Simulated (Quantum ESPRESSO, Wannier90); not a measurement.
**Wannierisation of BP (zinc blende)**

```
begin unit_cell_cart
ang
    0.0000000000    2.2660700000    2.2660700000
    2.2660700000    0.0000000000    2.2660700000
    2.2660700000    2.2660700000    0.0000000000
end unit_cell_cart
begin atoms_frac
B    0.0000000000  0.0000000000  0.0000000000
P   -0.2500000000 -0.2500000000 -0.2500000000
end atoms_frac
```

Structure: Materials Project mp-1479, symmetrised, not relaxed again. COD (Crystallography Open Database) has an entry of this formula and space group (matched by these alone). Level: PBEsol, no spin polarisation, no spin-orbit coupling; pw.x of Quantum ESPRESSO at 61 Ry with PseudoDojo potentials, 12×12×12 k-points, Wannier90. Density: 12×12×12 mesh, cold smearing 0.01 Ry.

Band 1 is isolated and gives one Wannier function a cell (P2 3s 46 %, B1 2p 26 %, B1 2s 18 %; spread 2.52 Å²). Its on-site energy is ε = -12.388 eV relative to the valence-band maximum, and its hoppings t(R) = t(−R) to the nearer images are (images within this range that aren't listed have |t| under 5 meV):

```json
[
 {"R (lattice vectors; −R alike)": "0 0 1", "distance (Å)": "3.20", "t (eV)": "-0.356"},
 {"R (lattice vectors; −R alike)": "0 1 -1", "distance (Å)": "3.20", "t (eV)": "-0.356"},
 {"R (lattice vectors; −R alike)": "0 1 0", "distance (Å)": "3.20", "t (eV)": "-0.356"},
 {"R (lattice vectors; −R alike)": "1 -1 0", "distance (Å)": "3.20", "t (eV)": "-0.356"},
 {"R (lattice vectors; −R alike)": "1 0 -1", "distance (Å)": "3.20", "t (eV)": "-0.356"},
 {"R (lattice vectors; −R alike)": "1 0 0", "distance (Å)": "3.20", "t (eV)": "-0.356"},
 {"R (lattice vectors; −R alike)": "1 -1 -1", "distance (Å)": "4.53", "t (eV)": "0.037"},
 {"R (lattice vectors; −R alike)": "1 -1 1", "distance (Å)": "4.53", "t (eV)": "0.037"},
 {"R (lattice vectors; −R alike)": "1 1 -1", "distance (Å)": "4.53", "t (eV)": "0.037"},
 {"R (lattice vectors; −R alike)": "0 1 -2", "distance (Å)": "5.55", "t (eV)": "0.049"},
 {"R (lattice vectors; −R alike)": "0 1 1", "distance (Å)": "5.55", "t (eV)": "0.049"},
 {"R (lattice vectors; −R alike)": "0 2 -1", "distance (Å)": "5.55", "t (eV)": "0.049"},
 {"R (lattice vectors; −R alike)": "1 -2 0", "distance (Å)": "5.55", "t (eV)": "0.049"},
 {"R (lattice vectors; −R alike)": "1 -2 1", "distance (Å)": "5.55", "t (eV)": "0.049"},
 {"R (lattice vectors; −R alike)": "1 0 -2", "distance (Å)": "5.55", "t (eV)": "0.049"},
 {"R (lattice vectors; −R alike)": "1 0 1", "distance (Å)": "5.55", "t (eV)": "0.049"},
 {"R (lattice vectors; −R alike)": "1 1 -2", "distance (Å)": "5.55", "t (eV)": "0.049"},
 {"R (lattice vectors; −R alike)": "1 1 0", "distance (Å)": "5.55", "t (eV)": "0.049"},
 {"R (lattice vectors; −R alike)": "2 -1 -1", "distance (Å)": "5.55", "t (eV)": "0.049"},
 {"R (lattice vectors; −R alike)": "2 -1 0", "distance (Å)": "5.55", "t (eV)": "0.049"},
 {"R (lattice vectors; −R alike)": "2 0 -1", "distance (Å)": "5.55", "t (eV)": "0.049"}
]
```

Question: Work out the band energy at Γ, X, U, K from these numbers.

Answer: For one orbital E(k) = ε + Σ_R 2 t(R) cos(2π k·R), the sum over the listed R.
- Γ, k = (0.000, 0.000, 0.000): E = -12.388 + (-0.356)·(12.00) + (0.037)·(6.00) + (0.049)·(24.00) = -15.26 eV; pw.x: -15.53 eV
- X, k = (-0.500, -0.500, 0.000): E = -12.388 + (-0.356)·(-4.00) + (0.037)·(6.00) + (0.049)·(-8.00) = -11.13 eV; pw.x: -10.64 eV
- U, k = (-0.375, -0.375, 0.250): E = -12.388 + (-0.356)·(-3.66) + (0.037)·(2.00) + (0.049)·(4.00) = -10.82 eV; pw.x: -10.63 eV
- K, k = (-0.375, 0.000, 0.375): E = -12.388 + (-0.356)·(-3.66) + (0.037)·(2.00) + (0.049)·(4.00) = -10.82 eV; pw.x: -10.63 eV

At these points the listed shells miss the plane-wave band by up to 0.50 eV, of a width of 5.18 eV on the path. With all its hoppings the model misses the band by 7.6 meV at worst on the whole path, so most of the miss comes from the hoppings not listed.
